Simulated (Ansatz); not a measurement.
Input:

CeO2 (fluorite)

```cif
data_CeO2
_chemical_formula_sum 'Ce1 O2'
_space_group_name_H-M_alt 'P 1'
_space_group_IT_number 1
_cell_length_a 3.81700
_cell_length_b 3.81700
_cell_length_c 3.81700
_cell_angle_alpha 60.000
_cell_angle_beta 60.000
_cell_angle_gamma 60.000
loop_
_space_group_symop_operation_xyz
  'x, y, z'
loop_
_atom_site_label
_atom_site_type_symbol
_atom_site_fract_x
_atom_site_fract_y
_atom_site_fract_z
_atom_site_occupancy
Ce1 Ce 0.00000 0.00000 0.00000 1
O1 O 0.25000 0.25000 0.25000 1
O2 O 0.75000 0.75000 0.75000 1
```

This relaxed cell (volume V₀) is scaled evenly in all directions, its shape held. Symmetry pins the atoms to their sites.

The numbers are results of PBEsol (plane waves to 420 eV, PAW, scalar-relativistic; Ansatz, a quantum-chemistry and plane-wave program), not measurements. k mesh 11×11×11 (Γ-centred), Fermi-Dirac smearing 0.05 eV. The energy includes the smearing's −TS. Compression counts positive. CeO2 is run without spin polarisation. CeO2 was relaxed with its symmetry unable to fall. The f-shell state is unchecked: a lower one may exist. ΔE is measured from the relaxed starting cell.

The scan covers V/V₀ from 0.840 to 1.160 in 13 points.

Question: What is the fitted pressure derivative B₀′?

Answer: 4.4.

Question: What bulk modulus B₀ follows from a third-order Birch-Murnaghan fit?

Answer: 192 GPa.

(Under strain, the slope of the energy per volume gives the stress and its curvature an elastic modulus.)
